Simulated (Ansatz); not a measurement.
ZnCu2SiTe4 in space group I-42m (No. 121; Zn on 2a, Si on 2b, Cu on 4d, Te on 8i), plane-wave PAW PBEsol (Ansatz code). The conduction-band minimum lies at X, with 2 equivalent valleys. Second derivatives d²E/dk² of the lowest band at one valley (eV·Å²), along Cartesian directions:

```json
[
 {"direction": "[100]", "d²E/dk²": "46.76"},
 {"direction": "[010]", "d²E/dk²": "46.76"},
 {"direction": "[001]", "d²E/dk²": "34.08"},
 {"direction": "[110]", "d²E/dk²": "56.40"},
 {"direction": "[101]", "d²E/dk²": "40.40"},
 {"direction": "[011]", "d²E/dk²": "40.40"}
]
```

Q: Find the principal effective masses, the density-of-states mass and the conductivity mass.

A: Off-diagonal terms follow from H_xy = H[110] − (H_xx + H_yy)/2, and m*/mₑ = 7.620 eV·Å² over each eigenvalue: 0.14, 0.21, 0.22. One valley's DOS mass (m₁m₂m₃)^(1/3) = 0.18, conductivity mass 3/(Σ 1/mᵢ) = 0.18 mₑ.

Q: What effective density of states Nc follows at 300 K for parabolic valleys?

A: Nc = 2.509e19 × 2 × (0.18)^(3/2) ≈ 3.8e18 cm⁻³.

The first step of the workflow began from a Materials Project structure, measured or hypothetical; the Crystallography Open Database copy checked does not list it. Whether it is the stable phase at ambient conditions was not checked. The PBEsol relaxation kept the symmetry of its start; its stability against distortions is not shown here. The run is not spin-polarised. Scalar-relativistic: spin–orbit coupling is off unless named, which matters more the heavier the elements.

Potentials: the later of the program's two PAW sets.

Edges and masses are those of Kohn–Sham bands, whose gap is no quasiparticle gap.
